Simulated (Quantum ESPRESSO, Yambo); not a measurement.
G0W0 results for KBr

Space group Fm-3m (No. 225); a = b = c = 6.5487 Å, α = β = γ = 90.00°

```tsv
atom	site	symmetry	x	y	z
K	4a	m-3m	0.0000	0.0000	0.0000
Br	4b	m-3m	0.5000	0.5000	0.5000
```
(The calculation used a cell of 2 atoms; values per cell refer to that cell.)

Cell and atoms were relaxed with PBEsol from Materials Project entry mp-23251, within its symmetry.

Starting point: PBEsol (pw.x of Quantum ESPRESSO, ONCV potentials, with spin-orbit coupling). G0W0 in Yambo: 4×4×4 Γ-centred k mesh, 196 bands and a 7 Ry block in the screening, 196 bands in G with the Bruneval-Gonze terminator, plasmon pole fitted at 27.2 eV.

- PBEsol gap along the band path = 4.18 eV
- PBEsol gap between the mesh's edge points (Γ → Γ) = 4.18 eV
- G0W0 gap between the same points = 6.77 eV

```tsv
k point	band	E PBEsol (eV)	E QP (eV)	shift (eV)	Z
Γ	VB−2	0.00	-1.87	-1.87	0.83
Γ	VB−1	0.00	-1.87	-1.87	0.83
Γ	VB	0.00	-1.87	-1.87	0.83
Γ	CB	4.18	4.91	0.73	0.87
Γ	CB+1	4.18	4.91	0.73	0.87
L	VB	-0.37	-2.27	-1.90	0.82
L	CB	6.32	7.08	0.76	0.87
X	VB	-0.31	-2.24	-1.93	0.83
X	CB	5.56	6.56	1.00	0.87
W	VB	-0.61	-2.56	-1.95	0.82
W	CB	7.11	8.20	1.09	0.86
```

Energies count from the PBEsol valence-band maximum.

Nearest settings tried, and what they do to the gap: 124 bands in W, 124 bands in G: -38 meV; 3 Ry block (59 vectors against 181): -237 meV. Not varied: mesh. So the settings aren't converged at that level.
